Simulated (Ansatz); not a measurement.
Relaxed-ion elastic tensor of Mo in space group P6/mmm (No. 191; Mo on 1a, Mo on 2d) in GPa (Voigt order), DFT-PBEsol in the program Ansatz with PAW potentials; density 10.19 g/cm³, 15.63 Å³ per atom.

|  | 1 | 2 | 3 | 4 | 5 | 6 |
|---|---|---|---|---|---|---|
| 1 | 343 | 252 | 140 | 0.0 | 0.0 | 0.0 |
| 2 | 252 | 343 | 140 | 0.0 | 0.0 | 0.0 |
| 3 | 140 | 140 | 560 | 0.0 | 0.0 | 0.0 |
| 4 | 0.0 | 0.0 | 0.0 | -44.0 | 0.0 | 0.0 |
| 5 | 0.0 | 0.0 | 0.0 | 0.0 | -44.0 | 0.0 |
| 6 | 0.0 | 0.0 | 0.0 | 0.0 | 0.0 | 45.7 |

Question: Is the crystal mechanically stable?

Answer: No: the smallest eigenvalue of C is -44.0 GPa.

The start of the workflow was typed in or built on a structure type; neither database checked (COD, Materials Project) lists it. It is not the phase usual at ambient conditions (space group No. 229). Symmetry was held in the PBEsol relaxation. At this level the phase is dynamically unstable (imaginary phonons). The run is not spin-polarised. As this level gives no gap, shear constants depend on the k-mesh and smearing (Fermi–Dirac, 0.1 eV here).

Potentials: the earlier of the program's two PAW sets. The files were generated under PBE; for other functionals the program regenerates the frozen cores, and for LDA and PBEsol the local potential too.
